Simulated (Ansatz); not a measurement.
GaO16Zn15:
```xyz
32
Lattice="6.4803 0.0000 0.0000 -3.2401 5.6121 0.0000 0.0000 0.0000 10.4656" Properties=species:S:1:pos:R:3 pbc="T T T"
Ga     0.0000     0.0000     2.6056
O      0.0000     0.0000     4.4840
O      0.0000     0.0000     9.8333
O     -1.6187     2.8068     4.5872
O      4.8555     2.8033     9.8363
O      0.0000     5.6105     4.5872
O      3.2401     0.0054     9.8363
O      1.6187     2.8068     4.5872
O      1.6248     2.8033     9.8363
O      4.9325     0.8936     2.0059
O      4.8643     0.9330     7.2021
O      3.2401     3.8248     2.0059
O      3.2401     3.7462     7.2021
O      1.5478     0.8936     2.0059
O      1.6159     0.9330     7.2021
O      0.0000     3.7414     1.9642
O      0.0000     3.7414     7.2214
Zn     0.0000     0.0000     7.8451
Zn    -1.6021     2.8164     2.6234
Zn     4.8596     2.8057     7.8423
Zn     0.0000     5.5913     2.6234
Zn     3.2401     0.0007     7.8423
Zn     1.6021     2.8164     2.6234
Zn     1.6207     2.8057     7.8423
Zn     4.8462     0.9434     5.2383
Zn     4.8599     0.9355    10.4273
Zn     3.2401     3.7252     5.2383
Zn     3.2401     3.7410    10.4273
Zn     1.6341     0.9434     5.2383
Zn     1.6204     0.9355    10.4273
Zn     0.0000     3.7414     5.2488
Zn     0.0000     3.7414    10.4401
```

Relaxed with r²SCAN. Special points in fractions of this cell's reciprocal vectors: Γ (0.000, 0.000, 0.000); M (0.500, 0.000, 0.000); K (0.333, 0.333, 0.000); A (0.000, 0.000, 0.500); L (0.500, 0.000, 0.500); H (0.333, 0.333, 0.500).

### Question
List the band energies nearest the Fermi level at these points for r²SCAN in the plane-wave PAW code Ansatz.

### Answer
In eV from the Fermi level; about four levels below and three above (degenerate sets whole), none deeper than 8.9 eV; points with the same levels are listed once.

| k | below | above |
|---|---|---|
| Γ | -3.06 -2.85 -2.85 -1.81 | 0.78 1.00 2.70 |
| M | -3.53 -3.40 -3.33 -3.23 | 0.60 0.75 2.10 |
| K | -3.59 -3.55 -3.48 -3.46 | 1.17 1.23 1.39 |
| A | -2.88 -2.88 -0.81 -0.60 | 2.01 2.43 2.81 |
| L | -3.51 -3.51 -3.36 -3.30 | 0.85 1.07 1.20 |
| H | -3.58 -3.58 -3.56 -3.53 | 1.36 1.42 1.66 |

Space group P3m1. The start of the workflow was typed in or built on a structure type; neither database checked (COD, Materials Project) lists it. Its standing as an ambient phase is unchecked. Symmetry was held in the r²SCAN relaxation; its stability against distortions is not shown here. With an odd number of electrons in the cell and no spin polarisation, the count alone makes it a metal. Spin–orbit coupling is left out wherever it is not named.

Potentials: the later of the program's two PAW sets.
